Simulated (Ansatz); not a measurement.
## Al$_{3}$FeCo$_{2}$ (P4/mmm)

Method: Ansatz, DFT PBE, scalar-relativistic, plane waves, PAW.

Plane waves to 420 eV, a k mesh through Γ of 14×14×6 on the computed 6-atom cell and Gaussian smearing (0.10 eV); collinear spin from starting moments 0.0 0.0 0.0 0.0 0.0 0.5 μB.

The structure is relaxed at this level of theory with its symmetry kept, and needn't be the ground state of this composition.

```
Al Co Fe
1.0
     2.85556    0.00000    0.00000
     0.00000    2.85556    0.00000
     0.00000    0.00000    8.58724
Al Co Fe
3 2 1
Direct
  0.00000 0.00000 0.83490
  0.00000 0.00000 0.16510
  0.00000 0.00000 0.50000
  0.50000 0.50000 0.33479
  0.50000 0.50000 0.66521
  0.50000 0.50000 0.00000
```

```json
{
  "Space group": "P4/mmm (No. 123)",
  "Volume per atom": "11.67 Å³",
  "Formation energy from the elements' standard states (uncorrected)": "-0.506 eV/atom",
  "Kohn–Sham band gap": "none (metal)",
  "Density of states at the Fermi level": "3.8 states/eV per cell",
  "Orbital (Löwdin) character within 0.5 eV of the Fermi level": "Fe 3d 52 %, Co 3d 34 %, Al 3p 9 %",
  "Bulk modulus": "178 GPa",
  "Its pressure derivative": "4.2",
  "Bader charge by site (e)": "Al (2 in the cell) 1.78, Al (1 in the cell) 1.83, Co (2 in the cell) -1.77, Fe (1 in the cell) -1.84",
  "Total moment": "0.37 μB per cell",
  "Moment by site (μB)": "Fe6 0.44"
}
```

Only this magnetic start was tried.

The cell was found from a structure generator's guess, not taken from experiment. Löwdin shares on free-atom orbitals overweight diffuse shells.
